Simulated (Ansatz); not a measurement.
Starting cell, BP (zinc blende):

```yaml
crystal:
  lattice:
    - [0.00000, 2.27424, 2.27424]
    - [2.27424, 0.00000, 2.27424]
    - [2.27424, 2.27424, 0.00000]
  atoms:
    - { symbol: P, position: [0.75000, 0.75000, 0.75000] }
    - { symbol: B, position: [0.00000, 0.00000, 0.00000] }
```

Two-dimensional scan of atom 1 (P, nearest neighbour B at 1.970 Å; its periodic images, 3.2 Å or more away, move with it): u runs along (1.000, 0.000, 0.000), v along (0.000, 0.000, 1.000) (Cartesian). Cell and other atoms are fixed.

The numbers are results of PBE (plane waves to 420 eV, PAW, scalar-relativistic; Ansatz, an electronic-structure program), not measurements. k mesh 10×10×10 (Γ-centred), Fermi-Dirac smearing 0.05 eV. E stands for the smeared free energy. As the smearing reaches across the gap at some points, energies and forces of such displacements shift with the k mesh and the smearing. Fu and Fv are the components of the force on the atom. BP was relaxed with its symmetry unable to fall. ΔE is measured from the undisplaced structure. Axes are in Å.

ΔE (meV/cell), with u across and v down:

```tsv
v \ u	-0.300	-0.150	0.000	0.150	0.300
-0.300	1643	1013	791	1013	1643
-0.150	1013	422	209	422	1013
0.000	791	209	0	209	791
0.150	1013	422	209	422	1013
0.300	1643	1013	791	1013	1643
```

Fv (eV/Å), with u across and v down:

| v \ u | -0.300 | -0.150 | 0.000 | 0.150 | 0.300 |
|---|---|---|---|---|---|
| -0.300 | 5.38 | 5.01 | 4.92 | 5.01 | 5.38 |
| -0.150 | 2.91 | 2.78 | 2.73 | 2.78 | 2.91 |
| 0.000 | 0.00 | 0.00 | 0.00 | 0.00 | 0.00 |
| 0.150 | -2.91 | -2.78 | -2.73 | -2.78 | -2.91 |
| 0.300 | -5.38 | -5.01 | -4.92 | -5.01 | -5.38 |

Read from the data:

```
Quantity                                                                                                                                                                                           Result
-----------------------------------------------------------------------------  --------------------------------------------------------------------------------------------------------------------------
Principal force constants in the plane (five-point differences of the forces)                                                                                                       18.8 eV/Å², isotropic
Centre of the map                                                                                                                                                                               a minimum
Lowest place on the grid                                                                                                                                            u = 0.000 Å, v = 0.000 Å (0 meV/cell)
Highest place on the grid, met at several equal points                         u = -0.300 Å, v = -0.300 Å; u = 0.300 Å, v = -0.300 Å; u = -0.300 Å, v = 0.300 Å; u = 0.300 Å, v = 0.300 Å (1643 meV/cell)
```

(A displaced cell: forces are minus the slopes of the energy, force constants its curvatures, and phonons follow from these.)
